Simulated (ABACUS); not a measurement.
ABACUS run on the (001) slab of AlCr2C (cut from a parent of space group no. 194; 8 atoms in the cell): self-consistent single point.

Level of theory: PBE, PseudoDojo 0.5 standard norm-conserving PBE (tails mended) pseudopotentials (plane waves; ABACUS).

The change in words: atom 8 moved by -0.15 angstrom along z. Reference geometry (P3m1):
```
AlCr2C
1.0
    2.85844     0.00000     0.00000
   -1.42922     2.47548     0.00000
    0.00000     0.00000    21.52950
Al Cr C
2 4 2
Direct
  0.66667   0.33333   0.32878
  0.33333   0.66667   0.62144
  0.33333   0.66667   0.42532
  0.66667   0.33333   0.52489
  0.66667   0.33333   0.71797
  0.33333   0.66667   0.23224
  0.00000   0.00000   0.47511
  0.00000   0.00000   0.76776
```

Reference input (self-consistent single point, DFT, PBE, plane waves, PseudoDojo 0.5 standard norm-conserving PBE (tails mended) pseudopotentials): KPT = Gamma 6 6 1 0 0 0; basis_type = pw; ecutwfc = 94 Ry; smearing_method = fd; smearing_sigma = 0.00734986 Ry; potentials = PseudoDojo 0.5 standard norm-conserving PBE (tails mended); symmetry = 1; symmetry_prec = 1e-05; ks_solver = dav_subspace; scf_nmax = 100; scf_thr = 1.0e-09 Ry; mixing_type = broyden. This run's input differs from it in these lines:

```diff
@@ -53,3 +53,3 @@
    0.0000000000    0.0000000000   19.3296204301
-   0.0000000000    0.0000000000   31.2362477237
+   0.0000000000    0.0000000000   30.9527963138
 # file: KPT
```

Output (repeated stretches shortened):

```
 SELF-CONSISTENT
 -------------------------------------------

                                 init_chg = atomic

 PW ALGORITHM --------------- ION=   1  ELEC=   1--------------------------------

 Density error is 20.7819353557
                          Error Threshold = 0.01
 E_KohnSham     -737.8315215445      -10038.7128570144
 E_Fermi        0.5675455413         7.7218532358

 PW ALGORITHM --------------- ION=   1  ELEC=   2--------------------------------

 Density error is 592.92575287
                          Error Threshold = 0.01
 E_KohnSham     -724.6160398863      -9858.9070046486
   [... lines left out ...]

 Density error is 1.20946992251e-08
                          Error Threshold = 5.41133704985e-12
 E_KohnSham     -745.1542174790      -10138.3432464458
 E_Fermi        0.4726662992         6.4309549215

 PW ALGORITHM --------------- ION=   1  ELEC=  34--------------------------------

 Density error is 7.83653932872e-10
                          Error Threshold = 5.41133704985e-12
 E_KohnSham     -745.1542174771      -10138.3432464204
 E_KS(sigma->0) -745.1408249519      -10138.1610317665
 E_entropy(-TS) -0.0267850505        -0.3644293079
 E_Fermi        0.4726657176         6.4309470080
 charge density convergence is achieved
 final etot is -10138.343246 eV
 EFERMI = 6.430947008 eV

 STATE ENERGY(eV) AND OCCUPATIONS    NSPIN == 1
   [... 42 lines left out ...]

 TOTAL-FORCE (eV/Angstrom)
                       Al1         0.0000000000         0.0000000000        -0.4756370844
                       Al2         0.0000000000         0.0000000000        -0.4474737202
                       Cr1         0.0000000000         0.0000000000         0.3558761874
                       Cr2         0.0000000000         0.0000000000        -0.1644225619
                       Cr3         0.0000000000         0.0000000000         1.1548937876
                       Cr4         0.0000000000         0.0000000000         0.2854406446
                        C1         0.0000000000         0.0000000000        -0.0329034250
   [... lines left out ...]

 TOTAL-STRESS (KBAR)
       -57.4673589171         0.0000000000        -0.0000000000
         0.0000000000       -57.4673677894         0.0000000000
         0.0000000000         0.0000000000        -1.0818850082
 TOTAL-PRESSURE: -38.672204 KBAR

 --------------------------------------------
 !FINAL_ETOT_IS -10138.3432464204197458 eV
 --------------------------------------------
```

The run converged in 34 iterations. Against the reference run the free energy goes down by 33.1 meV/atom and the largest force goes from 3.090 to 1.155 eV/Å.

The run has no spin polarisation, so moments on Cr cannot form. Forces above 1 eV/Å remain at this geometry. No dipole correction was used; where the two faces of such a cut differ, images can couple through a dipole. The bare cut can leave dangling bonds, and the run has no spin polarisation, so a lower magnetic or reconstructed surface may exist. No clean gap shows at this smearing width and mesh (spacing up to 0.42 Å⁻¹); the mesh is coarse for partly filled bands, so the values carry mesh errors.

Cost on one core: about 4 core-minutes (a rough figure).

“Tails mended”: in these copies of the files the far tail of each local potential was reset to the Coulomb form.
